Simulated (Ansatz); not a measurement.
Values for one crystal, relaxed and computed with r²SCAN in the plane-wave PAW code Ansatz; other levels are named.

| Quantity | Result |
|---|---|
| Volume per atom | 11.67 Å³ |
| Band gap | 1.19 eV (indirect) |
| Electron effective mass | 0.24, 0.42, 0.42 mₑ (principal values) |
| Formation energy from the elements (no fitted shifts) | -0.47 eV/atom |
| Hole effective mass, band 1 of 2 at the edge | 0.55 along x, 0.54 along z (mₑ) |
| Valence-band maximum | at Γ |
| Conduction-band minimum | at K (2 equivalent valleys) |

**Question.** Which of these materials gives this?
(A) CsBr, rock salt
(B) LiH, rock salt
(C) SnTe, rock salt
(D) BP, wurtzite

**Answer.** D, BP, wurtzite

Space group P6_3mc (wurtzite). The workflow started from a Materials Project entry (that database holds measured and hypothetical structures alike); the Crystallography Open Database copy checked does not list it. It is not the phase usual at ambient conditions (space group No. 216). The cell was relaxed with r²SCAN under the symmetry of its start; its stability against distortions is not shown here. The references are the lowest solids computed at this level, not always the standard phases.

Potentials: the later of the program's two PAW sets.
